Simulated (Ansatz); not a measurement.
Nuclear-site quantities of Rh as the cell is scaled

```yaml
crystal:
  lattice:
    - [0.00000, 1.90155, 1.90155]
    - [1.90155, 0.00000, 1.90155]
    - [1.90155, 1.90155, 0.00000]
  atoms:
    - { symbol: Rh, position: [0.00000, 0.00000, 0.00000] }
```

The cell comes from COD entry 9008482, which wasn't checked; take it as a given geometry.

All numbers below come from DFT, PBEsol, all-electron PAW with datasets made for the crystal, scalar-relativistic in Ansatz 0.2.0.

Settings: a Γ-centred 16×16×16 k mesh, Fermi–Dirac smearing of 0.08 eV, cutoff 300 eV (chosen by the program for this cell), no spin polarisation.

The contact density is the mean electron density over the nuclear volume; its changes follow the s electrons' response to bonding and compression. Changes below are taken from the unscaled cell, where it is 788705 e/Å³ at Rh.

Volumes at which the program chose other datasets or cutoffs are left out.

```
V/V(cell)  P (GPa)  Δρ(0) Rh (e/Å³)
   0.9600      7.3                ?
   0.9800      0.8                ?
   0.9900     -2.1                ?
   1.0000     -4.9             0.00
   1.0100     -7.5            -0.95
```

Q: Give the missing entry: row "0.9600", column "Δρ(0) Rh (e/Å³)".

A: 3.75.

Q: What belongs in the row "0.9800", column "Δρ(0) Rh (e/Å³)"?

A: 1.82.

Q: Fill in "Δρ(0) Rh (e/Å³)" for the row "0.9900".

A: 0.87.

The datasets are made afresh for each cell, so very small changes are uncertain.
